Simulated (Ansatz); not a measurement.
Consider the following.

AgAu:
```yaml
crystal:
  lattice:
    - [1.41864, 0.81905, 4.66478]
    - [-1.41864, 0.81905, 4.66478]
    - [0.00000, -1.63811, 4.66478]
  atoms:
    - { symbol: Ag, position: [0.00000, 0.00000, 0.00000] }
    - { symbol: Au, position: [0.50000, 0.50000, 0.50000] }
```

This is the LDA-relaxed structure.

**Question.** All from the program Ansatz at the LDA level (PAW), unless another level is named. Predict the highest zone-centre frequency.

**Answer.** 5.30 THz.

**Question.** And the bulk modulus (Birch–Murnaghan fit)?

**Answer.** 167 GPa.

Space group R-3m. The first step of the workflow began from a Materials Project structure, measured or hypothetical; the Crystallography Open Database copy checked does not list it. With Ag and Au taken as one species the cell has the higher symmetry Fm-3m, so it may be an ordered model of a mixed-site phase. Its standing as an ambient phase is unchecked. The LDA relaxation kept the symmetry of its start; whether a distortion lowers the energy is not shown. The run is not spin-polarised. As this level gives no gap, phonon frequencies hold no LO–TO term and depend on the k-mesh and smearing (Fermi–Dirac, 0.1 eV here). Scalar-relativistic: spin–orbit coupling is off unless named, which matters more the heavier the elements.

Potentials: the later of the program's two PAW sets.
